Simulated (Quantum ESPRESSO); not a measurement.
Band energies of CdSe at -0.7 % isotropic strain

```
CELL_PARAMETERS angstrom
      0.00000     3.02016     3.02016
      3.02016     0.00000     3.02016
      3.02016     3.02016     0.00000
ATOMIC_POSITIONS crystal
  Se 0.25000 0.25000 0.25000
  Cd 0.00000 0.00000 0.00000
```

norm-conserving PBEsol (Quantum ESPRESSO, 102 Ry, no spin-orbit coupling); path ΓXWKΓLUWLK,UX; energies in eV from the valence-band maximum.

```csv
k (1/Å),point,band 14,band 15,band 16,band 17,band 18,band 19,band 20,band 21
0.00,Γ,-7.58,-7.58,0.00,0.00,0.00,0.52,5.87,5.87
0.58,,-7.57,-7.54,-2.91,-1.25,-1.25,3.38,3.96,7.70
1.04,X,-7.51,-7.20,-4.22,-1.95,-1.95,2.97,3.70,9.05
1.17,,-7.52,-7.18,-4.20,-2.01,-2.00,3.17,3.86,8.85
1.56,W,-7.57,-7.06,-4.13,-2.34,-2.34,5.08,5.10,6.41
1.81,,-7.55,-7.10,-4.15,-2.61,-1.74,3.88,5.14,7.62
1.93,K,-7.54,-7.10,-4.16,-2.65,-1.59,3.61,5.13,8.17
2.33,,-7.59,-7.41,-3.63,-2.05,-0.74,3.67,5.82,6.13
2.83,,-7.58,-7.57,-1.05,-0.23,-0.05,1.48,5.60,5.99
3.03,Γ,-7.58,-7.58,0.00,0.00,0.00,0.52,5.87,5.87
3.33,,-7.58,-7.58,-1.77,-0.22,-0.22,1.86,5.62,6.20
3.83,,-7.55,-7.32,-4.44,-0.77,-0.77,2.32,6.40,6.40
3.93,L,-7.55,-7.27,-4.56,-0.79,-0.79,2.32,6.38,6.38
4.36,,-7.55,-7.15,-4.24,-2.35,-1.29,3.73,5.44,7.38
4.57,U,-7.54,-7.10,-4.16,-2.65,-1.59,3.61,5.13,8.17
4.94,W,-7.57,-7.06,-4.13,-2.34,-2.34,5.08,5.10,6.41
5.40,,-7.55,-7.21,-4.40,-1.69,-1.07,3.35,5.56,6.85
5.67,L,-7.55,-7.27,-4.56,-0.79,-0.79,2.32,6.38,6.38
5.83,,-7.55,-7.25,-4.51,-1.18,-0.88,2.74,5.96,6.60
6.23,,-7.55,-7.11,-4.16,-2.65,-1.50,3.69,5.34,7.82
6.31,K,-7.54,-7.10,-4.16,-2.65,-1.59,3.61,5.13,8.17
6.31,U,-7.54,-7.10,-4.16,-2.65,-1.59,3.61,5.13,8.17
6.68,X,-7.51,-7.20,-4.22,-1.95,-1.95,2.97,3.70,9.05
```

The PBEsol gap is direct, 0.52 eV at Γ.

Spin-orbit splittings are left out.

Geometry strained from the cell relaxed with PBEsol, atoms relaxed again.
